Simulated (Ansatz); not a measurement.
Values for one crystal, relaxed and computed with the program Ansatz at the r²SCAN level (PAW); other levels are named.

| Item | Value |
|---|---|
| Volume per atom | 14.31 Å³ |
| Band gap | 6.35 eV (direct) |
| Highest zone-centre frequency (without LO–TO term) | 1199 cm^-1 |
| Bulk modulus (Birch–Murnaghan fit) | 15.0 GPa |
| Formation energy from the elements (no fitted shifts) | -2.98 eV/atom |
| Valence-band maximum | at Γ |
| Electron effective mass | 0.53 mₑ (isotropic) |

Task: Which compound is it?
A) Si3N4, P31c (Pearson symbol hP28)
B) SiO2, P4_32_12 (Si on 4a, O on 8b)
C) Si2Mo, P6_222 (Si on 6j, Mo on 3d)
D) La2O3, La2O3 or Ni2Al3 type

Result: B, SiO2, P4_32_12 (Si on 4a, O on 8b)

The workflow started from a Materials Project entry (that database holds measured and hypothetical structures alike); the Crystallography Open Database files this formula in space group No. 96, but the cells were not matched. It is not the phase usual at ambient conditions (space group No. 92, 152, 154). Symmetry was held in the r²SCAN relaxation; of distortions, only those at the zone centre were tested. The references are the lowest solids computed at this level, not always the standard phases (solids in place of the gases).

Potentials: the earlier of the program's two PAW sets.
